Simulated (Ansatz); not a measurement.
**Question.** InSb (NiAs type, P6_3/mmc) is relaxed with the program Ansatz at the PBE level (PAW). What lattice parameters of the conventional cell result?

**Answer.** a = 4.261 Å, c = 7.459 Å.

**Question.** Is it a metal or does it have a gap at this level?

**Answer.** No gap at this level.

The start of the workflow was typed in or built on a structure type; neither database checked (COD, Materials Project) lists it. It is not the phase usual at ambient conditions (space group No. 216). The cell was relaxed with PBE under the symmetry of its start; its stability against distortions is not shown here. Spin–orbit coupling is left out wherever it is not named.

Potentials: the earlier of the program's two PAW sets.
